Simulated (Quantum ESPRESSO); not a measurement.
TaTi2F3O5, convergence and cost over cutoff and k mesh

Simulated, not a measurement. The program is pw.x of Quantum ESPRESSO 7.5 (plane-wave density functional theory). The cell is made up: 11 atoms on a rutile lattice with one site empty, with randomly drawn elements, strain and displacements, not relaxed. PseudoDojo standard norm-conserving files (v0.5 for PBE, v0.4.1 for LDA and PBEsol) set the functional; there is no spin polarisation, spin-orbit coupling or dispersion term, and the masses in the input are unused placeholders.

Input of the run in row 4:

```
&control calculation='scf', pseudo_dir='./dojo.nc.sr.pbe.v0_5.standard.upf', outdir='./o', disk_io='low', tprnfor=.true., tstress=.true. /
&system ibrav=0, nat=11, ntyp=4, nbnd=50, ecutwfc=84.00895049, nosym=.true., tot_charge=0,
 occupations='smearing', smearing='fd', degauss=0.0018374661
/
&electrons conv_thr=7.350e-09, electron_maxstep=60, /
ATOMIC_SPECIES
F 1.0 F.upf
O 1.0 O.upf
Ta 1.0 Ta.upf
Ti 1.0 Ti.upf
CELL_PARAMETERS angstrom
4.7297 0.0 0.0
0.0 4.7297 0.0
0.0 0.0 6.0667
ATOMIC_POSITIONS angstrom
Ta 0.1205 -0.0061 -0.0272
Ti -0.1187 -0.0949 3.0476
Ti 2.289 2.5096 4.5326
F 1.4061 1.4325 0.0203
F 3.1739 3.3541 0.112
O 3.8721 1.0036 1.4672
O 1.1196 3.7997 1.6154
F 1.3802 1.3652 3.0311
O 3.2675 3.2521 3.1495
O 3.7827 0.9657 4.5219
O 1.037 3.9189 4.65
K_POINTS automatic
5 5 4 1 1 1
```

The same cell was run at these settings. Meshes are shifted by half a step, and differences are from the last row, which is itself not exact.

| cutoff (eV) | k mesh | k points solved | threshold (eV) | free energy less the last row's (eV) | pressure (GPa) | largest stress difference (GPa) | largest force difference (eV/Å) | iterations | wall time (s) | k-point pools | processor |
| --- | --- | --- | --- | --- | --- | --- | --- | --- | --- | --- | --- |
| 800 | 2 x 2 x 2 | 4 | 1e-04 | 1.662 | -23.98 | 14.81 | 0.051 | 15 | 20 | 4 | Intel Xeon, 2023 or later |
| 1143 | 2 x 2 x 2 | 4 | 1e-07 | -0.014 | -9.40 | 0.21 | 0.037 | 19 | 32 | 4 | Intel Xeon, 2023 or later |
| 600 | 5 x 5 x 4 | 50 | 1e-07 | 17.397 | -91.04 | 81.73 | 0.284 | 19 | 87 | 4 | Intel Xeon, 2023 or later |
| 1143 | 5 x 5 x 4 | 50 | 1e-07 | 0.003 | -9.37 | 0.03 | 0.002 | 21 | 248 | 4 | Intel Xeon, 2023 or later |
| 1437 | 7 x 7 x 6 | 147 | 1e-07 | 0.000 | -9.34 | 0.00 | 0.000 | 21 | 580 | 4 | AMD EPYC, Zen 5 class |

Each pool is one process. Wall times include start-up and a band step at six k points, which weighs most on the coarsest meshes. The runs were on shared virtual cores whose load varied, so times are rough.